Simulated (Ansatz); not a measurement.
La$_{2}$CuSi$_{3}$ in space group P-6m2 (No. 187; Pearson symbol hP6), r²SCAN in the plane-wave PAW code Ansatz, all energies at zero smearing, with the estimated change up to a 700 eV cutoff added, with one set of potentials and settings (totals compare only within such a set). Cell of 6 atoms (2 La, 3 Si, 1 Cu): -21082.488 eV.

```
element                reference phase  E (eV/atom)
-------  -----------------------------  -----------
La       P6_3/mmc, 4 atoms in the cell   -6264.8722
Si          Fd-3m, 2 atoms in the cell    -639.0665
Cu          Fm-3m, 1 atoms in the cell   -6631.2549
```

Formation energy per atom, worked out: (-21082.488 − 2×(-6264.8722) − 3×(-639.0665) − 1×(-6631.2549))/6 = -0.715 eV/atom (-69 kJ per mol of atoms), at 0 K, without zero-point energy or fitted corrections.

The workflow started from a Materials Project entry (that database holds measured and hypothetical structures alike); the Crystallography Open Database copy checked does not list it. With Si and Cu taken as one species the cell has the higher symmetry P6/mmm, so it may be an ordered model of a mixed-site phase. Its standing as an ambient phase is unchecked. The cell was relaxed with r²SCAN under the symmetry of its start; its stability against distortions is not shown here. The run is not spin-polarised. The references are the lowest solids computed at this level, not always the standard phases. Scalar-relativistic: spin–orbit coupling is off unless named, which matters more the heavier the elements.

Potentials: the earlier of the program's two PAW sets.
